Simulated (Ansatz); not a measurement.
## Is this Ni result the lowest state?

System: Ni, a measured crystal structure (space group Fm-3m, primitive cell doubled); the cell holds 2 atoms. The computed pressure is over 10 GPa in size, so the cell is far from the computed equilibrium volume. Source: COD entry 4320507, which need not be the ambient phase.

Method: DFT, LDA, PAW, plane waves, scalar-relativistic (Ansatz).

```yaml
crystal:
  lattice:
    - [0.0, -1.76827, -1.76827]
    - [-3.53654, -1.76827, -1.76827]
    - [0.0, 1.76827, -1.76827]
  atoms:
    - { symbol: Ni, position: [0.0, 0.0, 0.0] }
    - { symbol: Ni, position: [0.0, 0.5, 0.5] }
hamiltonian:
  xc: lda
  pseudopotentials: { kind: paw }
basis:
  ecutwfc: 420
kpoints:
  mp_grid: { grid: [14, 8, 12] }
scf:
  occupations: { method: fermi_dirac, width: 0.1 }
  lower_state_search: "off"
output:
  forces: true
  stress: true
magnetization:
  spin_polarized: true
```

The run was started with:
```sh
ansatz run input.yaml --threads 2 --pin off --max-ram 5120MiB --backend cpu --events-out ev --progress --plain --runs-dir out
```

Time: 12 s on 2 threads of Arm Neoverse V2 (shared host), peak memory 0.54 GiB.

The end of the output:

```
SCF converged after 10 iterations
Magnetization: 1.2079 μB (18.6039 up, 17.3961 down)
Absolute magnetization: 1.3371 μB (∫|ρ↑−ρ↓|, with the PAW one-centre terms)
Spin contamination: 0.0089 ħ² per cell (⟨S²⟩ above its minimum at these occupations)
Per-site moments (μB) at R_I (Å): [(0.6319, 1.0315), (0.6319, 1.0315)]
Free energy (F): -11546.675311 eV
Harris-Foulkes:  -11546.675311 eV  (|F-HF|=1.11e-9)
Internal energy: -11546.558902 eV  (E = F + TS)
E sigma→0 (E₀):  -11546.617106 eV
Entropy (-TS):   -0.116409 eV (-58.204 meV/atom)
Fermi energy:    17.327990 eV
--- Forces (eV/Å), atoms counted from 1 ---
  atom   1  Ni    -0.00000000    -0.00000000     0.00000000
  atom   2  Ni    -0.00000000    -0.00000000    -0.00000000
--- Stress (GPa, compression-positive) ---
      -19.135075       0.006460       0.006460
        0.006458     -19.275145      -0.063334
        0.006458      -0.063334     -19.275145
  P = ⅓ Tr σ = -19.2285 GPa (-192.285 kbar)
```

The mesh has less symmetry than the lattice, which lowers the symmetry of the run.

A small moment in a metal is sensitive to the mesh and the smearing.

No moments are typed, so the program seeds parallel moments of its own.

Site moments are taken inside atomic spheres and don't add up to the total.

Q: The run converged. Is this the lowest state of the cell, and if not, what lies lower and how is it reached?

A: As far as the runs go, yes: it is the lowest of 2 states reached by 12 converged runs, and the next lies 25.5 meV/atom higher (non-magnetic, no gap on the k-mesh). That doesn't prove a ground state. This multiple of the primitive cell fits some opposed orders; other multiples fit others. Orders that need a larger cell or non-collinear spins weren't tried.
